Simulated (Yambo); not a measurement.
G0W0@LDA for CaHI (space group P4/nmm, No. 129) in Yambo. Reference settings: 4×4×1 Γ-centred k mesh, 270 bands and a 8 Ry block in the screening, 270 bands in G with the Bruneval-Gonze terminator, plasmon pole fitted at 27.2 eV. The LDA gap X → M on this mesh is 3.51 eV; G0W0 gaps are taken between the same points.

Gap (X → M) in eV against the number of bands and the screening block, terminator on:

```csv
bands (W and G),2 Ry,3 Ry,5 Ry,6 Ry,8 Ry
55,5.157,5.215,5.316,5.332,5.343
93,5.055,5.130,5.286,5.319,5.357
144,5.027,5.102,5.274,5.316,5.370
207,5.019,5.093,5.272,5.319,5.385
270,5.017,5.090,5.274,5.324,5.397
```

Rough cost of the Yambo step against the reference (shared machines):

| bands (W and G) | 2 Ry | 3 Ry | 5 Ry | 6 Ry | 8 Ry |
|---|---|---|---|---|---|
| 55 | 1/10 | 1/9 | 1/8 | 1/7 | 1/4 |
| 93 | 1/6 | 1/6 | 1/5 | 1/4 | 1/2 |
| 144 | 1/4 | 1/4 | 1/3 | 1/2 | ~1 |
| 207 | 1/2 | 1/3 | 1/2 | ~1 | ~1 |
| 270 | 1/2 | 1/3 | 1/2 | ~1 | 1 |

At the largest block the last step in bands moves the gap by 0.012 eV; at the most bands the last step in the block moves it by 0.073 eV.

The mesh misses a band edge: along a dense path the LDA gap is 3.27 eV against 3.51 eV on the mesh.

Spin-orbit coupling is left out, which matters for elements this heavy: edges can move by tenths of an eV.

Geometry of the Materials Project entry, not relaxed at this level; primitive cell a = 4.023 Å, b = 4.023 Å, c = 9.343 Å, α = 90.00°, β = 90.00°, γ = 90.00°.

The distance between layers or molecules is the database entry's, not relaxed here. Functionals without dispersion can leave it too large, which widens gaps and weakens the response across layers: the numbers belong to this cell.
